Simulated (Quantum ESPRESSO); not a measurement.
## Zn3MgO4 (convergence and cost over cutoff and k mesh)

Simulated, not a measurement. The program is pw.x of Quantum ESPRESSO 7.5 (plane-wave density functional theory). The cell is made up: 8 atoms on a rocksalt lattice, with randomly drawn elements, strain and displacements, not relaxed. PseudoDojo standard norm-conserving files (v0.5 for PBE, v0.4.1 for LDA and PBEsol) set the functional; there is no spin polarisation, spin-orbit coupling or dispersion term, and the masses in the input are unused placeholders.

Input of the run in row 4:

```
&control calculation='scf', pseudo_dir='./dojo.nc.sr.pbe.v0_5.standard.upf', outdir='./o', disk_io='medium', tprnfor=.true., tstress=.true. /
&system ibrav=0, nat=8, ntyp=3, nbnd=53, ecutwfc=84.00895049, nosym=.true., tot_charge=0,
 occupations='smearing', smearing='fd', degauss=0.0018374661
/
&electrons conv_thr=7.350e-09, electron_maxstep=60, /
ATOMIC_SPECIES
Mg 1.0 Mg.upf
O 1.0 O.upf
Zn 1.0 Zn.upf
CELL_PARAMETERS angstrom
4.3742 0.0 0.0
0.0 4.3742 0.0
0.0 0.0 4.3742
ATOMIC_POSITIONS angstrom
Zn 0.0875 0.0941 0.0306
Zn 0.0109 2.2549 2.3282
Mg 2.1904 -0.0755 2.2286
Zn 2.2143 2.2194 0.0094
O 2.2276 -0.0465 -0.0563
O 2.1871 2.2713 2.2391
O 4.2612 0.1411 2.1598
O 4.3962 2.3135 0.0294
K_POINTS automatic
4 4 4 1 1 1
```

The same cell was run at these settings. Meshes are shifted by half a step, and differences are from the last row, which is itself not exact.

| cutoff (eV) | k mesh | k points solved | threshold (eV) | free energy less the last row's (eV) | pressure (GPa) | largest stress difference (GPa) | largest force difference (eV/Å) | iterations | wall time (s) | k-point pools | processor |
| --- | --- | --- | --- | --- | --- | --- | --- | --- | --- | --- | --- |
| 800 | 2 x 2 x 2 | 4 | 1e-04 | 4.917 | -87.35 | 82.83 | 0.057 | 8 | 19 | 1 | AMD EPYC, Zen 5 class |
| 1143 | 2 x 2 x 2 | 4 | 1e-07 | 0.141 | -4.63 | 0.04 | 0.019 | 11 | 34 | 1 | AMD EPYC, Zen 5 class |
| 642 | 4 x 4 x 4 | 32 | 1e-07 | 50.842 | -530.13 | 525.84 | 0.199 | 11 | 87 | 1 | AMD EPYC, Zen 5 class |
| 1143 | 4 x 4 x 4 | 32 | 1e-07 | 0.002 | -4.63 | 0.03 | 0.004 | 11 | 190 | 1 | AMD EPYC, Zen 5 class |
| 1437 | 6 x 6 x 6 | 108 | 1e-07 | 0.000 | -4.59 | 0.00 | 0.000 | 11 | 862 | 1 | AMD EPYC, Zen 5 class |

Each pool is one process. Wall times include start-up and a band step at six k points, which weighs most on the coarsest meshes. The runs were on shared virtual cores whose load varied, so times are rough.